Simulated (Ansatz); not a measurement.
InHg:
```cif
data_HgIn
_chemical_formula_sum 'In1 Hg1'
_space_group_name_H-M_alt 'P 1'
_space_group_IT_number 1
_cell_length_a 4.84197
_cell_length_b 4.84197
_cell_length_c 4.84197
_cell_angle_alpha 43.610
_cell_angle_beta 43.610
_cell_angle_gamma 43.610
loop_
_space_group_symop_operation_xyz
  'x, y, z'
loop_
_atom_site_label
_atom_site_type_symbol
_atom_site_fract_x
_atom_site_fract_y
_atom_site_fract_z
_atom_site_occupancy
In1 In 0.50000 0.50000 0.50000 1
Hg1 Hg 0.00000 0.00000 0.00000 1
```

Relaxed with PBEsol.

Problem. Tabulate the valence density and the electron localisation function along the shortest In–Hg contact (3.02 Å), plane-wave PAW PBEsol (Ansatz code).

Solution. 

```
distance from In (Å)  density (e/Å³)   ELF
--------------------  --------------  ----
0.30                            8.96  0.00
0.45                            5.81  0.04
0.60                            3.26  0.14
0.75                            1.60  0.26
0.90                            0.76  0.28
1.06                            0.41  0.24
1.21                            0.28  0.23
1.36                            0.22  0.25
1.51                            0.22  0.27
1.66                            0.26  0.28
1.81                            0.38  0.29
1.96                            0.63  0.33
2.11                            1.31  0.39
2.26                            3.00  0.45
2.41                            5.74  0.50
2.56                            9.26  0.55
2.71                           13.07  0.64
```

The density is the valence pseudo-density with augmentation charge, so density and ELF within about 1 Å of a nucleus are not all-electron values.

Space group R-3m. The workflow started from an entry of the Crystallography Open Database (COD). Its standing as an ambient phase is unchecked. Symmetry was held in the PBEsol relaxation; whether a distortion lowers the energy is not shown. Scalar-relativistic: spin–orbit coupling is off unless named, which matters more the heavier the elements.

Potentials: the later of the program's two PAW sets.
